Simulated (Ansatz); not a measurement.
**CsNi$_{2}$Ir$_{2}$: input and output**

input.yaml (Ansatz 0.2.0)

```yaml
crystal:
  lattice:
    - [0.0, 5.072243, 3.154587]
    - [0.0, -5.072243, 3.154587]
    - [5.941661, 0.0, -3.154587]
  atoms:
    - { symbol: Ir, position: [0.74763, 0.49763, 0.99526] }
    - { symbol: Ir, position: [0.00237, 0.75237, 0.50474] }
    - { symbol: Ir, position: [0.25237, 0.50237, 0.00474] }
    - { symbol: Ir, position: [0.99763, 0.24763, 0.49526] }
    - { symbol: Ni, position: [0.696, 0.804, 0.25] }
    - { symbol: Ni, position: [0.054, 0.446, 0.25] }
    - { symbol: Ni, position: [0.304, 0.196, 0.75] }
    - { symbol: Ni, position: [0.946, 0.554, 0.75] }
    - { symbol: Cs, position: [0.375, 0.125, 0.25] }
    - { symbol: Cs, position: [0.625, 0.875, 0.75] }
  symmetry: { tolerance: 0.0003 }
kpoints:
  mp_grid: { grid: [5, 5, 5], shift: [0, 0, 0] }
  band_path:
    path:
      - [0.0, 0.0, 0.0]
      - [-0.5, 0.5, 0.0]
      - [-0.5, 0.5, 0.5]
      - [0.0, 0.0, 0.5]
      - [0.0, 0.0, 0.0]
      - [0.41717047, 0.41717047, -0.41717047]
      - [-0.41717047, 0.58282953, 0.41717047]
      - [-0.5, 0.5, 0.5]
      - [-0.5, 0.5, 0.0]
      - [-0.27622884, 0.72377116, -0.22377116]
      - [0.27622884, 0.27622884, 0.22377116]
    npoints: 6
magnetization:
  spin_polarized: false
scf:
  occupations: { method: cold, width: 0.0818 }
  lower_state_search: "off"
  max_iter: 200
hamiltonian:
  pseudopotentials: { kind: paw }
  xc: r2scan
basis:
  ecutwfc: 500
  fft_grid_basis: typed
output:
  forces: true
  stress: true
  eigenvalues: true
  bader: true
  populations: true
  elf: true
  write_potential: true
  volumetric_format: npy
  dos:
    e_range: [-12, 8]
    de: 0.05
    projected: { site_lists: { Cs: [Cs], Ir: [Ir], Ni: [Ni] } }
checkpoint:
  read: saved_state
```

The run starts from an earlier solution of this cell. 

Output (shortened):

```
Pseudopotentials: kind: paw
Pseudopotential: Ir, paw, valence charge 17, recommended cutoff 500 eV (meta_gga), Ir.paw.azcp
Pseudopotential: Ni, paw, valence charge 18, recommended cutoff 500 eV (meta_gga), Ni.paw.azcp
Pseudopotential: Cs, paw, valence charge 9, recommended cutoff 500 eV (meta_gga), Cs.paw.azcp
Functional definition: r2SCAN
  exchange = r2scan_x(k0 = k0, k1 = k1, a1 = a1)
  correlation = r2scan_c
Crystal: 10 atoms, lattice volume = 190.143 Å³
Basis set: ecut = 500 eV, 4845 PW (Γ), exchange–correlation on 180×180×200 points (64 copies of the dense FFT grid, shifted against one another)
Bands: 95, of which v1, the nominal top of the filled ones, is band 79 counted from 1 (78 counted from 0)
Symmetry: 8 space group operations
Space group: Fddd (ITA 70), of the structure as read, at distance tolerance 1.7e-3 Å
k-points: 27 of 125
Initial density: read from a saved state, or passed on in memory by an earlier SCF of this step, an earlier step, the calling program or the single point that the run made first
Functional: x = r2scan, c = r2scan; τ floored in thin density (d = 2e-4 eV/Å³)
SCF iter   1: F=—  Δρ=3.20e-3  dr2=6.75e-3  dr2_τ=4.68e-3
SCF iter   2: F=—  S|Δr|=    0.00e0  Δρ=1.22e-3  dr2=3.14e-3  dr2_τ=2.61e-4
SCF iter   3: F=—  S|Δr|=    0.00e0  Δρ=6.38e-4  dr2=5.32e-4  dr2_τ=2.01e-5
SCF iter   4: F=—  S|Δr|=    0.00e0  Δρ=1.21e-4  dr2=2.13e-5  dr2_τ=1.75e-6
SCF iter   5: F=—  S|Δr|=    0.00e0  Δρ=6.11e-5  dr2=4.68e-6  dr2_τ=1.31e-7
SCF iter   6: F=—  S|Δr|=    0.00e0  Δρ=1.87e-5  dr2=5.45e-7  dr2_τ=2.12e-8
SCF iter   7: F=—  S|Δr|=    0.00e0  Δρ=1.11e-5  dr2=1.77e-7  dr2_τ=1.94e-9
SCF iter   8: F=-82539.4751 eV  S|Δr|=    0.00e0  Δρ=4.15e-6  dr2=2.59e-8  dr2_τ=4.16e-10
Free energy (F): -82539.4751 eV
Harris-Foulkes:  -82539.4751 eV  (|F-HF|=2.18e-8)
Internal energy: -82539.4789 eV  (E = F + TS)
E sigma→0 (E₀):  -82539.4764 eV
Entropy (-TS):   0.0037 eV (0.374 meV/atom)
Fermi energy:    14.4246 eV
--- Per-component energies (eV) ---
  E_band       = -2531.5762
  E_kinetic    = 3923.0170
  E_local      = -28552.9790  (includes V_loc(G=0)·N_el)
  E_nonlocal   = 2927.6420
  E_hartree    = 12179.9132
  E_xc         = -1662.6840
  E_vxc        = -2078.2278  (∫ρ·V_xc dr)
  E_paw        = -53763.6711  (= ΣΔE_a)
  E_vpaw       = -3241.9781  (= ΣTr[D̂ρ^β])
  E_aug_tail   = 0.0008  (compensation charges beyond the density's cutoff)
  E_vtau       = 131.1008  (kinetic-family band-sum trace: ∫τ·v_τ [+ j·A + Jᵃ·Aᵃ] dr)
  E_ewald      = -17588.3496
  E_core_change = -2.3681  (= ΣΔE_core)
  E_smearing   = 0.0037  (= −TS)
--- Stress (GPa, compression-positive) ---
        7.5316       0.0000       0.0000
        0.0000      14.0663       0.0000
        0.0000       0.0000      12.4133
  P = ⅓ Tr σ = 11.3371 GPa (113.371 kbar)
--- Löwdin populations: 10 sites ---
  site symbol       q [e]
     0     Ir     17.2245
     1     Ir     17.2245
     2     Ir     17.2245
     3     Ir     17.2245
     4     Ni     17.6973
     5     Ni     17.6973
     6     Ni     17.6973
     7     Ni     17.6973
     8     Cs      8.3835
     9     Cs      8.3835
  spilling = 0.0098 (of n_electrons = 158.0000)
--- Bader charges: 10 sites ---
  site symbol  charge [e]  shift [e]
     0     Ir     -0.4596     0.0018
     1     Ir     -0.4595     0.0018
     2     Ir     -0.4595     0.0018
     3     Ir     -0.4596     0.0018
     4     Ni      0.1203     0.0018
     5     Ni      0.1203     0.0018
     6     Ni      0.1203     0.0018
     7     Ni      0.1203     0.0018
     8     Cs      0.6785     0.0000
     9     Cs      0.6785     0.0000
```

Total energies depend on the potentials used, so only differences within one code and one set of settings carry meaning.

Origin: a known structure type with other elements, at an estimated volume, so it need not be a known compound. Caveats: no spin polarisation, so a magnetic state may lie lower; atoms or cell far from equilibrium.
